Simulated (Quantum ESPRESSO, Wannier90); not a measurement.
Wannier functions of Se (P3₁21)

```yaml
crystal:
  lattice:
    - [4.50482, 0.00000, 0.00000]
    - [-2.25241, 3.90129, 0.00000]
    - [0.00000, 0.00000, 4.97880]
  atoms:
    - { symbol: Se, position: [0.21789, 0.00000, 0.33333] }
    - { symbol: Se, position: [0.00000, 0.21789, 0.66667] }
    - { symbol: Se, position: [0.78211, 0.78211, 0.00000] }
```

Cell from Materials Project (mp-14), symmetrised, no further relaxation. COD (Crystallography Open Database) has the formula in 4 space groups, this one among them (matched by group alone). Level: PBEsol, spinors with spin-orbit coupling; pw.x of Quantum ESPRESSO at 69 Ry with PseudoDojo potentials, 6×6×4 k-points, Wannier90. Density: 12×12×6 mesh, cold smearing 0.01 Ry. The cell is built of weakly bound layers, chains or molecules, whose nearest atoms lie 3.56 Å apart. Database cells relaxed without dispersion often hold them too far apart, which can enlarge gaps and weakens couplings between them; spacing and stacking were not compared with the measured crystal.

The plane-wave run has 72 bands and 48 electrons a cell. On the energy scale of pw.x, whose zero is arbitrary, the valence-band maximum lies at 6.36 eV.

Isolated groups of bands, relative to the valence-band maximum (bands from 55 on overlap up to the last one computed):

| bands | from (eV) | to (eV) | filling | weight on atomic waves |
|---|---|---|---|---|
| 1–6 | -48.74 | -48.71 | filled | Se 3d 100 % |
| 7–12 | -48.47 | -48.46 | filled | Se 3d 100 % |
| 13–30 | -47.90 | -47.53 | filled | Se 3d 100 % |
| 31–36 | -15.63 | -9.54 | filled | Se 4s 86 %, Se 4p 13 % |
| 37–48 | -5.67 | 0.00 | filled | Se 4p 95 %, Se 4s 4 % |
| 49–54 | 1.02 | 3.91 | empty | Se 4p 90 %, Se 4s 4 % |

Input w.win, without the blocks of cell, atoms and k-points (144 lines):

```
num_bands = 42
num_wann = 24
exclude_bands = 1-30
spinors = true
num_iter = 1000
conv_tol = 1.0e-6
conv_window = 4
dis_num_iter = 1000
dis_conv_tol = 1.0e-6
dis_froz_max = 8.88
dis_win_max = 7.88
write_hr = true
write_u_matrices = true
begin projections
f=0.21789,-0.00668,0.34135: s;p
f=-0.01032,0.21659,-0.32851: s;p
f=-0.22211,-0.21350,0.00744: s;p
end projections
mp_grid = 6 6 4
```

wannier90.x stops with:
```
dis_windows: Energy window contains fewer states than number of target WFs
```
At some k-point the outer window holds fewer bands than num_wann, so no subspace of that size can be extracted. Mended as below, all else unchanged, the run goes through (Ω_I = 28.7 Å²) and follows the plane-wave bands to 2.3 meV rms (states up to 2.0 eV relative to the valence-band maximum).
Remove the line dis_win_max = 7.88.
